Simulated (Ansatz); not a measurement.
ZrIr:
```cif
data_Ir4Zr4
_chemical_formula_sum 'Ir4 Zr4'
_space_group_name_H-M_alt 'Fm-3m'
_space_group_IT_number 225
_space_group_name_Hall '-F 4 2 3'
_cell_length_a 5.36291
_cell_length_b 5.36291
_cell_length_c 5.36291
_cell_angle_alpha 90.000
_cell_angle_beta 90.000
_cell_angle_gamma 90.000
loop_
_atom_site_label
_atom_site_type_symbol
_atom_site_symmetry_multiplicity
_atom_site_Wyckoff_symbol
_atom_site_fract_x
_atom_site_fract_y
_atom_site_fract_z
_atom_site_occupancy
Ir1 Ir 4 a 0.00000 0.00000 0.00000 1
Zr1 Zr 4 b 0.50000 0.50000 0.50000 1
```
(The calculation used a cell of 2 atoms; values per cell refer to that cell.)

Relaxed with PBEsol.

**Question.** Which orbitals make up the states near the Fermi level in PBEsol in the plane-wave PAW code Ansatz?

**Answer.** Within 0.5 eV of the Fermi level: Zr 4d 50 %, Ir 5d 23 %, Zr 5s 13 %, outside the projected shells 9 %. Projections are on Löwdin-orthogonalised atomic valence shells; empty p or d shells of many metals are not among them.

**Question.** Tabulate the density of states.

**Answer.** States/eV per cell of 2 atoms, in 0.25 eV bins, energy from the Fermi level.

```
E (eV)  total  Ir 5d  Zr 4d  Zr 5s
------  -----  -----  -----  -----
-7.30    0.00   0.00   0.00   0.00
-7.05    0.05   0.00   0.00   0.03
-6.80    0.10   0.00   0.00   0.06
-6.55    0.14   0.00   0.00   0.08
-6.30    0.18   0.00   0.00   0.09
-6.05    0.22   0.01   0.01   0.11
-5.80    0.26   0.01   0.01   0.13
-5.55    0.31   0.02   0.02   0.14
-5.30    0.38   0.03   0.03   0.16
-5.05    0.72   0.20   0.16   0.17
-4.80    1.14   0.42   0.31   0.18
-4.55    1.58   0.65   0.46   0.20
-4.30    2.28   1.00   0.68   0.20
-4.05    3.90   1.95   1.12   0.19
-3.80    3.24   1.80   1.07   0.10
-3.55    3.13   1.79   1.05   0.12
-3.30    3.74   2.34   1.08   0.16
-3.05    4.54   3.26   0.98   0.12
-2.80    3.34   2.50   0.67   0.05
-2.55    3.39   2.70   0.50   0.05
-2.30    3.74   3.04   0.47   0.04
-2.05    2.33   1.77   0.38   0.03
-1.80    3.33   2.56   0.48   0.04
-1.55    3.70   3.10   0.37   0.04
-1.30    2.24   1.93   0.17   0.03
-1.05    0.28   0.14   0.09   0.02
-0.80    0.94   0.30   0.43   0.11
-0.55    1.13   0.27   0.57   0.17
-0.30    1.00   0.25   0.47   0.16
-0.05    0.93   0.24   0.41   0.14
0.20     1.06   0.23   0.54   0.12
0.45     1.19   0.22   0.70   0.10
0.70     1.34   0.22   0.90   0.06
0.95     1.27   0.21   0.88   0.02
1.20     1.42   0.26   0.96   0.01
1.45     2.12   0.47   1.30   0.02
1.70     2.16   0.49   1.33   0.02
1.95     2.11   0.44   1.36   0.02
2.20     2.35   0.42   1.63   0.02
2.45     1.58   0.29   1.08   0.02
2.70     1.62   0.23   1.24   0.01
2.95     3.09   0.37   2.59   0.02
3.20     3.55   0.48   2.85   0.09
3.45     2.93   0.52   2.10   0.16
3.70     2.69   0.56   1.77   0.15
3.95     2.04   0.34   1.22   0.12
4.20     0.96   0.11   0.51   0.08
4.45     0.80   0.09   0.39   0.17
4.70     1.28   0.11   0.49   0.33
```

The start of the workflow was typed in or built on a structure type; neither database checked (COD, Materials Project) lists it. COD files the formula under space group No. 221. Its standing as an ambient phase is unchecked. The cell was relaxed with PBEsol under the symmetry of its start; whether a distortion lowers the energy is not shown. The run is not spin-polarised. Spin–orbit coupling is left out wherever it is not named.

Potentials: the later of the program's two PAW sets.
